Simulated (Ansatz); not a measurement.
## Two-dimensional strain map in Ru

All numbers below come from DFT r2SCAN, scalar-relativistic, plane waves, PAW in Ansatz 0.2.0. Settings: plane waves to 500 eV, k-mesh 24×24×12 (Γ-centred), Gaussian smearing 0.15 eV. No spin polarisation. Energies are free energies at this smearing, counted from the undisturbed cell; pressure is positive in compression.

The starting cell (as given, not relaxed at this level; it stands at -2.0 GPa):

```
CELL_PARAMETERS angstrom
2.70580 0.00000 0.00000
-1.35290 2.34329 0.00000
0.00000 0.00000 4.28190
ATOMIC_POSITIONS crystal
Ru 0.33333 0.66667 0.25000
Ru 0.66667 0.33333 0.75000
```

The cell is strained by p along both x and y and by q along z, fractional coordinates fixed. Points are written (p, q).

Energy above the undisturbed cell in meV/atom (a dash: not computed):

| p \ q | -0.030 | -0.015 | 0.000 | 0.015 | 0.030 |
| --- | --- | --- | --- | --- | --- |
| -0.030 | 111.7 | 78.1 | ? | 56.5 | 65.1 |
| -0.015 | 46.8 | – | – | – | – |
| 0.000 | 18.4 | – | 0.0 | – | 32.1 |
| 0.030 | ? | – | 61.1 | – | ? |

**Question.** Fill in the withheld energies.

**Answer.** (-0.030, 0.000): 60.3; (0.030, -0.030): 50.5; (0.030, 0.030): 116.5.